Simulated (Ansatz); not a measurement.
# Bi2Se3: field gradients at two levels of theory

Cell: a structure deposited in the COD, ions relaxed with PBE at fixed cell.

```xyz
5
Lattice="2.0715 1.1960 9.5453 -2.0715 1.1960 9.5453 0.0000 -2.3920 9.5453" Properties=species:S:1:pos:R:3 pbc="T T T"
Bi    0.0000    0.0000   11.4718
Bi    0.0000    0.0000   17.1642
Se    0.0000    0.0000    0.0000
Se    0.0000    0.0000    6.0466
Se    0.0000    0.0000   22.5894
```

Atom numbers follow the list; atoms alike are taken as one site, whose name carries the number of the first.

First run. Computed with Ansatz: DFT, PBE, plane waves and PAW, scalar-relativistic, 420 eV cutoff, Γ-centred 9×9×9 k-points, Fermi–Dirac smearing 0.02 eV.

| site | atom | V_zz (10²¹ V/m²) | η |
| --- | --- | --- | --- |
| Bi | 1 | 0.67 | 0.00 |
| Se3 | 3 | 7.30 | 0.00 |
| Se4 | 4 | -1.25 | 0.00 |

Second run. The same atoms and settings, except that spin–orbit coupling is included (fully relativistic PAW files).

Problem. What does the second run give?

Solution. 

```
site  atom   V_zz     η  change of V_zz
  Bi     1  -0.21  0.00           -0.88
 Se3     3   7.91  0.00           +0.61
 Se4     4   0.13  0.00           +1.38
```

The largest change of V_zz is on Se4, from -1.25 to 0.13. In per cent, |V_zz| changes by +8 on Se (all sites that start above 0.5, bar those whose gradient vanishes or changes sign or whose main axis turns by over 40°). V_zz changes sign on Se4 (same axis), Bi (same axis).

For the first run: With a gap of 0.2 eV on this mesh, small gradients can still move by 0.1 × 10²¹ V/m² or more as the k-mesh gets denser.
For the second run: With a gap of 0.3 eV on this mesh, small gradients can still move by 0.1 × 10²¹ V/m² or more as the k-mesh gets denser.
